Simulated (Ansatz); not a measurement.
Relaxed-ion elastic tensor of MgS (zinc blende, F-43m) in GPa (Voigt order), DFT-r²SCAN in the program Ansatz with PAW potentials; density 2.06 g/cm³, 22.69 Å³ per atom.

```
75.2  52.3  52.3   0.0   0.0   0.0
52.3  75.2  52.3   0.0   0.0   0.0
52.3  52.3  75.2   0.0   0.0   0.0
 0.0   0.0   0.0  32.1   0.0   0.0
 0.0   0.0   0.0   0.0  32.1   0.0
 0.0   0.0   0.0   0.0   0.0  32.1
```

Task: Is the crystal mechanically stable?

Result: Yes: the smallest eigenvalue of C is 22.9 GPa.

Task: Work out the Voigt, Reuss and Hill averages.

Result: K_V = 59.9, K_R = 59.9, K_H = 59.9; G_V = 23.8, G_R = 18.6, G_H = 21.2 GPa.

Task: Give Young's modulus, Poisson's ratio, Pugh's ratio and the universal anisotropy index.

Result: E = 9KG/(3K + G) = 56.9 GPa; ν = 0.34; K/G = 2.82 (ductile by the Pugh limit of 1.75); A_U = 5G_V/G_R + K_V/K_R − 6 = 1.39.

Task: Estimate the sound speeds and the Debye temperature.

Result: v_l = √((K + 4G/3)/ρ) = 6540 m/s, v_t = √(G/ρ) = 3210 m/s, mean 3600 m/s; Θ = (h/k)(3n/4πV)^(1/3) v_m = 379 K.

Task: Give the Zener ratio and Young's modulus along [100], [110] and [111].

Result: A = 2C44/(C11 − C12) = 2.80; 1/E = S11 − 2(S11 − S12 − S44/2)Γ with Γ = 0, 1/4, 1/3 gives 32.3, 59.0, 81.6 GPa.

Task: Solve the Christoffel equation for the three sound speeds along [100], [110], [111].

Result: Eigenvalues of C_ijkl n_j n_l equal ρv² (piezoelectric stiffening left out). In km/s, slowest first: [100] 3.94, 3.94, 6.04; [110] 2.35, 3.94, 6.81; [111] 2.98, 2.98, 7.05.

A made-up cell: these elements were put on the sites of a structure type; the Crystallography Open Database copy checked does not list it. COD files the formula under space group No. 225, so this cell is another polymorph or a model. Whether it is the stable phase at ambient conditions was not checked. The cell was relaxed with r²SCAN under the symmetry of its start; whether a distortion lowers the energy is not shown.

Potentials: the later of the program's two PAW sets.
